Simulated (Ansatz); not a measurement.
YB6:
```
CELL_PARAMETERS angstrom
      4.08917     0.00000     0.00000
      0.00000     4.08917     0.00000
      0.00000     0.00000     4.08917
ATOMIC_POSITIONS crystal
  Y  0.00000 0.00000 0.00000
  B  0.80106 0.50000 0.50000
  B  0.19894 0.50000 0.50000
  B  0.50000 0.80106 0.50000
  B  0.50000 0.19894 0.50000
  B  0.50000 0.50000 0.80106
  B  0.50000 0.50000 0.19894
```

Relaxed with r²SCAN. Special points in fractions of this cell's reciprocal vectors: Γ (0.000, 0.000, 0.000); X (0.000, 0.500, 0.000); M (0.500, 0.500, 0.000); R (0.500, 0.500, 0.500).

Q: List the band energies nearest the Fermi level at these points for DFT-r²SCAN with spin–orbit coupling in the program Ansatz with PAW potentials.

A: In eV from the Fermi level; about four levels below and three above (degenerate sets whole), none deeper than 8.9 eV; points with the same levels are listed once.

```
k                                below                          above
-  -----------------------------------  -----------------------------
Γ  -2.23 -2.23 -2.23 -2.23 -2.22 -2.22  0.98 0.98 0.98 0.98 0.98 0.98
X              -2.77 -2.77 -1.57 -1.57            1.15 1.15 1.17 1.17
M              -3.35 -3.35 -3.35 -3.35            1.49 1.49 1.54 1.54
R  -2.85 -2.85 -2.85 -2.85 -2.85 -2.85            2.78 2.78 2.78 2.78
```

Space group Pm-3m. The workflow started from a Materials Project entry (that database holds measured and hypothetical structures alike); the Crystallography Open Database files this formula in space group No. 221, but the cells were not matched. Its standing as an ambient phase is unchecked. Symmetry was held in the r²SCAN relaxation; of distortions, only those at the zone centre were tested. No spin polarisation was allowed.

Potentials: the later of the program's two PAW sets.
